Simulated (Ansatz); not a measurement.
Relaxed-ion elastic tensor of CsPbBr3 (cubic perovskite, Pm-3m) in GPa (Voigt order), PBE (plane waves, PAW; program Ansatz); density 4.46 g/cm³, 43.17 Å³ per atom.

```csv
,1,2,3,4,5,6
1,42.2,6.6,6.6,0.0,0.0,0.0
2,6.6,42.2,6.6,0.0,0.0,0.0
3,6.6,6.6,42.2,0.0,0.0,0.0
4,0.0,0.0,0.0,4.3,0.0,0.0
5,0.0,0.0,0.0,0.0,4.3,0.0
6,0.0,0.0,0.0,0.0,0.0,4.3
```

### Question
Is the crystal mechanically stable?

### Answer
Yes: the smallest eigenvalue of C is 4.3 GPa.

### Question
Work out the Voigt, Reuss and Hill averages.

### Answer
K_V = 18.5, K_R = 18.5, K_H = 18.5; G_V = 9.7, G_R = 6.2, G_H = 8.0 GPa.

### Question
Give Young's modulus, Poisson's ratio, Pugh's ratio and the universal anisotropy index.

### Answer
E = 9KG/(3K + G) = 20.9 GPa; ν = 0.31; K/G = 2.32 (ductile by the Pugh limit of 1.75); A_U = 5G_V/G_R + K_V/K_R − 6 = 2.81.

### Question
Estimate the sound speeds and the Debye temperature.

### Answer
v_l = √((K + 4G/3)/ρ) = 2550 m/s, v_t = √(G/ρ) = 1340 m/s, mean 1490 m/s; Θ = (h/k)(3n/4πV)^(1/3) v_m = 127 K.

### Question
Give the Zener ratio and Young's modulus along [100], [110] and [111].

### Answer
A = 2C44/(C11 − C12) = 0.24; 1/E = S11 − 2(S11 − S12 − S44/2)Γ with Γ = 0, 1/4, 1/3 gives 40.4, 14.6, 12.1 GPa.

### Question
Solve the Christoffel equation for the three sound speeds along [100], [110], [111].

### Answer
Eigenvalues of C_ijkl n_j n_l equal ρv². In km/s, slowest first: [100] 0.99, 0.99, 3.07; [110] 0.99, 2.00, 2.54; [111] 1.73, 1.73, 2.33.

This is a known high-temperature phase of the composition, computed here at zero pressure and temperature. Symmetry was held in the PBE relaxation; of distortions, only those at the zone centre were tested. Spin–orbit coupling is left out wherever it is not named.

Potentials: the later of the program's two PAW sets.
